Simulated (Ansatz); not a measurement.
# Structures of Sn2C3: which is lowest?

Plane-wave DFT in Ansatz with scalar-relativistic PAW potentials, cutoff 420 eV, Γ-centred meshes chosen by cell and gap, Gaussian smearing with energies taken to zero width. Every cell was relaxed (cell and atoms) in a run of its own, within the symmetry of its start. Functional: PBE.

Relaxed structures (starts from databases or built by putting these elements on another compound's sites):
A. R-3m, 5 atoms in the computed cell, a = 2.893 Å, c = 33.380 Å; sites (symmetry × multiplicity) Sn 3m × 6, C -3m × 3 + 3m × 6; start: built
B. P-3m1, 5 atoms in the computed cell, a = 3.602 Å, c = 6.380 Å; sites (symmetry × multiplicity) Sn 3m. × 2, C -3m. × 1 + 3m. × 2; start: built
C. R-3c, 10 atoms in the computed cell, a = 5.815 Å, c = 15.011 Å; sites (symmetry × multiplicity) Sn 3. × 12, C .2 × 18; start: built

Question: Rank them by energy. Could pressure change the order?

Answer:
| structure | group | E − E(lowest) (meV/atom) | V (Å³/atom) | gap on mesh (eV) |
| --- | --- | --- | --- | --- |
| A | R-3m | 0.0 | 16.13 | 0.00 |
| C | R-3c | 524 | 14.65 | 0.00 |
| B | P-3m1 | 587 | 14.34 | 0.00 |

A is lowest, 524 meV/atom under C. B is denser by 1.79 Å³/atom, so pressure favours it: ΔE/ΔV, with ΔE in eV and 1 eV/Å³ = 160.2 GPa, gives about 53 GPa for equal enthalpy if both cells were rigid; at such pressures compression changes ΔV much, so this is a scale only. Without a dispersion term the weakly bound lowest cell is too large, so ΔV and this pressure are artefacts in part: a slight pressure closes the gap between layers first. Other structures may lie lower than all of these, and vibrations aren't counted.